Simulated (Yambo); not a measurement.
```
CELL_PARAMETERS angstrom
      4.12555     0.00000     0.00000
     -2.06277     3.57283     0.00000
      0.00000     0.00000     6.82678
ATOMIC_POSITIONS crystal
  Mg 0.00000 0.00000 0.00000
  I  0.33333 0.66667 0.24575
  I  0.66667 0.33333 0.75425
```

Cell and atoms were relaxed with PBE+D3(BJ) from Materials Project entry mp-23205, within its symmetry.

Question: Where are the main features of Im ε from RPA with local fields on PBEsol bands shifted by a G0W0 scissor of 1.72 eV (Yambo; 6×6×4 mesh, 74 bands, 4 Ry local-field block, 0.2 eV broadening; field along x)?

Answer: Peaks at 7.1 eV (6.8), 9.8 eV (6.3), 14.6 eV (1.1), heights in brackets. Peak heights and small wiggles depend on the k mesh. Convergence of the RPA response with its 6×6×4 mesh was not tested. The scissor comes from a G0W0 run whose convergence isn't established. No excitonic effects at this level. Without spin-orbit coupling, band edges of such heavy elements can be off by tenths of an eV.
